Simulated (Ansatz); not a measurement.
Here is the system:

BP in space group P6_422 (No. 181; B on 3c, P on 3d), a = 3.260 Å, b = 3.260 Å, c = 6.940 Å, α = 90.00°, β = 90.00°, γ = 120.00°.

This is the PBEsol-relaxed structure.

Question: All from PBEsol (plane waves, PAW; program Ansatz), unless another level is named. Estimate the electronic character.

Answer: no gap, with almost no states at the Fermi level (zero-gap or semimetallic).

Question: Give the HSE06 gap on the PBEsol cell.

Answer: 0.54 eV (a hybrid on a coarse mesh can open a false gap in a semimetal).

Question: Give the formation energy from the elements (no fitted shifts).

Answer: 0.012 eV/atom.

The start of the workflow was typed in or built on a structure type; neither database checked (COD, Materials Project) lists it. It is not the phase usual at ambient conditions (space group No. 216). Symmetry was held in the PBEsol relaxation; of distortions, only those at the zone centre were tested. The references are the lowest solids computed at this level, not always the standard phases.

Potentials: the later of the program's two PAW sets.
